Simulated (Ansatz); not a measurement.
Given:

AlN:
```cif
data_Al2N2
_chemical_formula_sum 'Al2 N2'
_space_group_name_H-M_alt 'P63mc'
_space_group_IT_number 186
_space_group_name_Hall 'P 6c -2c'
_cell_length_a 3.11361
_cell_length_b 3.11361
_cell_length_c 4.98342
_cell_angle_alpha 90.000
_cell_angle_beta 90.000
_cell_angle_gamma 120.000
loop_
_atom_site_label
_atom_site_type_symbol
_atom_site_symmetry_multiplicity
_atom_site_Wyckoff_symbol
_atom_site_fract_x
_atom_site_fract_y
_atom_site_fract_z
_atom_site_occupancy
Al1 Al 2 b 0.66667 0.33333 0.49902 1
N1 N 2 b 0.33333 0.66667 0.38098 1
```

This is the PBEsol-relaxed structure.

Q: All from PBEsol (plane waves, PAW; program Ansatz), unless another level is named. Predict the Born charges (a third of the trace).

A: Al +2.58, N -2.58 e.

Q: What about the electronic dielectric constant ε∞ (DFPT)?

A: 4.50 (xx = yy), 4.73 (zz).

Q: Predict the largest static χ(2) component.

A: 8.8 pm/V.

Space group P6_3mc (wurtzite). The PBEsol relaxation kept the symmetry of its start.

Potentials: the earlier of the program's two PAW sets. The files were generated under PBE; for other functionals the program regenerates the frozen cores, and for LDA and PBEsol the local potential too.
